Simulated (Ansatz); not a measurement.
Cu Kα1 powder pattern (kinematic, no thermal factors).
```csv
2θ (°),relative intensity,assignment
14.65,3,1 1 1
16.94,100,2 0 0
24.04,19,2 2 0
34.26,23,4 0 0
38.45,25,4 2 0
42.29,3,4 2 2
49.23,9,4 4 0
52.44,11,6 0 0
55.51,9,6 2 0
58.48,2,6 2 2
61.35,2,4 4 4
64.14,9,6 4 0
66.88,6,6 4 2
72.18,1,8 0 0
74.78,5,8 2 0
77.34,3,6 6 0
79.87,2,6 6 2
82.39,2,8 4 0
87.38,3,6 6 4
```

The pattern is computed from a structure relaxed with DFT PBE, scalar-relativistic, plane waves, PAW (Ansatz). Collinear spin, ending at 3.0 μB a primitive cell. Its elements are C, N, Ni, V.

Problem. Give the structure.

Solution. VNiC6N6.
Space group Fm-3m (No. 225). a = 10.461 Å, b = 10.461 Å, c = 10.461 Å, α = 90.00°, β = 90.00°, γ = 90.00°
| atom | site | symmetry | x | y | z |
| --- | --- | --- | --- | --- | --- |
| V | 4a | m-3m | 0.0000 | 0.0000 | 0.0000 |
| Ni | 4b | m-3m | 0.5000 | 0.0000 | 0.0000 |
| C | 24e | 4m.m | 0.1990 | 0.0000 | 0.0000 |
| N | 24e | 4m.m | 0.3105 | 0.0000 | 0.0000 |

A pattern alone doesn't exclude other cells with like lines; this is the one computed.

The cell was found from a structure generator's guess, not taken from experiment.
